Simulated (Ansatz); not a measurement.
Ta2GaC in space group P6_3/mmc (No. 194; Ta on 4f, Ga on 2c, C on 2a) at seven volumes, the program Ansatz at the PBEsol level (PAW), shape and atoms relaxed at each. One row is withheld.

```
V (Å³/atom)  P (GPa)
-----------  -------
12.714         24.93
13.133         15.20
13.552          6.95
13.971          0.00
14.390         -5.70
14.810        -10.35
15.229             ?
```

**Question.** Fit the shown pressures and predict the withheld one.

**Answer.** Third-order Birch–Murnaghan: P = (3/2)B₀(x^(7/2) − x^(5/2))[1 + (3/4)(B′ − 4)(x − 1)] with x = (V₀/V)^(2/3). Least squares on the six rows gives V₀ = 13.976 Å³/atom, B₀ = 207.8 GPa, B′ = 5.05. At V = 15.229, x = 0.9444 and P = -14.37 GPa. The run itself gave -14.34 GPa.

The first step of the workflow began from a Materials Project structure, measured or hypothetical; the Crystallography Open Database copy checked does not list it. Its standing as an ambient phase is unchecked. The cell was relaxed with PBEsol under the symmetry of its start; its stability against distortions is not shown here. The run is not spin-polarised. Spin–orbit coupling is left out wherever it is not named.

Potentials: the later of the program's two PAW sets.
